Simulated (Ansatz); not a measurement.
**KZnF3: how the free axis answers a strain**

KZnF3, Pm-3m, a = 4.052 Å. The structure is a Materials Project entry; whether it is the stable form wasn't checked. Ansatz: PBEsol, PAW, 420 eV, Γ-centred 6×6×6 mesh on 5 atoms, Gaussian smearing 0.02 eV; no spin polarisation. Series: biaxial strain in the a-b plane, c and atoms relaxed; x is the strain in per cent. y is the change of c in per cent of 4.052 Å.

| x (%) | y (%) |
| --- | --- |
| -4.5 | ? |
| -3.0 | 2.57 |
| -1.5 | 1.23 |
| 0.0 | 0.00 |
| 1.5 | -1.08 |
| 3.0 | -2.08 |
| 4.5 | -2.97 |

Problem. Fit y = c1 x + c2 x² to the other rows, say what c1 measures, and predict the missing y.

Solution. Least squares on the rows shown. y = −0.7761 x + 0.02633 x². With no stress along c, c1 = −2C12/C11 = -0.776. At x = -4.5 the fit asked for gives 4.03 %. The run gave 4.03 %, the same to the digits shown.

Symmetry holds off the tilts and polar distortions that many cubic perovskites undergo.